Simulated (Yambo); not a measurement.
Yambo run on CaTiO₃ (space group I4/mcm, No. 140). The wavefunctions come from this Quantum ESPRESSO step (LDA, PseudoDojo standard norm-conserving files, scalar-relativistic):

```
&CONTROL
  calculation = 'nscf'
  pseudo_dir = './pseudo'
  outdir = './out'
/
&SYSTEM
  ibrav = 0
  nat = 10
  ntyp = 3
  ecutwfc = 84.0
  ecutrho = 336.0
  occupations = 'fixed'
  force_symmorphic = .true.
  nbnd = 142
/
&ELECTRONS
  conv_thr = 1e-08
  diago_full_acc = .true.
  diago_thr_init = 1e-08
/
ATOMIC_SPECIES
O 15.9990 O.upf
Ca 40.0780 Ca.upf
Ti 47.8670 Ti.upf
CELL_PARAMETERS angstrom
 -2.685730000000   2.685730000000   3.896120000000
  2.685730000000  -2.685730000000   3.896120000000
  2.685730000000   2.685730000000  -3.896120000000
ATOMIC_POSITIONS crystal
O   0.808700000000   0.308700000000   0.117400000000
O   0.191300000000   0.691300000000   0.882600000000
O   0.308700000000   0.191300000000   0.500000000000
O   0.691300000000   0.808700000000   0.500000000000
O   0.750000000000   0.750000000000  -0.000000000000
O   0.250000000000   0.250000000000   0.000000000000
Ca   0.250000000000   0.750000000000   0.500000000000
Ca   0.750000000000   0.250000000000   0.500000000000
Ti   0.500000000000   0.500000000000   0.000000000000
Ti   0.000000000000   0.000000000000   0.000000000000
K_POINTS automatic
4 4 4 0 0 0
```

Yambo input:

```
rim_cut
gw0
dyson
el_el_corr
HF_and_locXC
ppa
em1d
RandQpts= 1000000
RandGvec= 1 Ry
EXXRLvcs= 84 Ry
VXCRLvcs= 336 Ry
Chimod= "HARTREE"
% BndsRnXp
 3 | 141 |
%
NGsBlkXp= 6 Ry
% LongDrXp
 1.0 | 1.0 | 1.0 |
%
PPAPntXp= 27.2114 eV
% GbndRnge
 1 | 141 |
%
GTermKind= "BG"
DysSolver= "n"
ExtendOut
% QPkrange
 1 | 1 | 40 | 41 |
 2 | 2 | 40 | 41 |
 3 | 3 | 40 | 41 |
 6 | 6 | 40 | 41 |
 8 | 8 | 40 | 41 |
 13 | 13 | 40 | 41 |
%
```

k points by index: 1 = Γ, 2 = (0, 0, 0.25), 3 = X, 6 = N, 8 = P, 13 = Z.

Resulting energies as the program prints them:

```
#    K-point    Band    Eo [eV]    E [eV]    E-Eo [eV]    Vxc [eV]    Vnlxc [eV]    Sc|Eo [eV]    Sc|E [eV]    dSc/dw|Eo [eV]    Re(Z)    Im(Z)
#
    1    40    -0.065767    -0.302649    -0.236882    -20.18777    -25.10235    4.608449    4.677694    -7.950249    0.773892    -0.001347
    1    41    2.303697    3.745292    1.441595    -19.38374    -12.21126    -5.326840    -5.730881    -7.625848    0.781098    -0.001409
    2    40    0.000000    -0.240383    -0.240383    -19.74427    -24.76059    4.704727    4.775944    -8.057363    0.771541    -0.001378
    2    41    2.296711    3.781277    1.484566    -19.36096    -11.83104    -5.628850    -6.045351    -7.633440    0.780928    -0.001417
    3    40    -0.006862    -0.251431    -0.244569    -19.70001    -24.73999    4.722922    4.795407    -8.060594    0.771471    -0.001382
    3    41    2.313123    3.822210    1.509087    -19.51802    -11.78629    -5.795704    -6.222641    -7.697542    0.779494    -0.001433
    6    40    -0.339295    -0.611700    -0.272406    -19.47263    -24.52565    4.699515    4.780616    -8.097399    0.770666    -0.001418
    6    41    3.617477    5.139253    1.521776    -20.36723    -12.30295    -6.073715    -6.542504    -8.377342    0.764565    -0.005638
    8    40    -0.560132    -0.859718    -0.299586    -19.07025    -24.12841    4.669641    4.758569    -8.073527    0.771188    -0.001471
    8    41    3.268016    4.765441    1.497425    -20.52970    -12.84147    -5.735838    -6.190804    -8.266613    0.766990    -0.001666
    13    40    -0.156283    -0.405732    -0.249449    -20.07124    -25.02484    4.630997    4.704153    -7.976322    0.773318    -0.001358
    13    41    2.525066    4.038589    1.513522    -19.83748    -12.10151    -5.785444    -6.222447    -7.855927    0.775973    -0.001479
```
(The two width columns are left out.) Convergence of these settings isn't established.

Geometry of the Materials Project entry, not relaxed at this level.

This is not the ordinary phase of the substance.
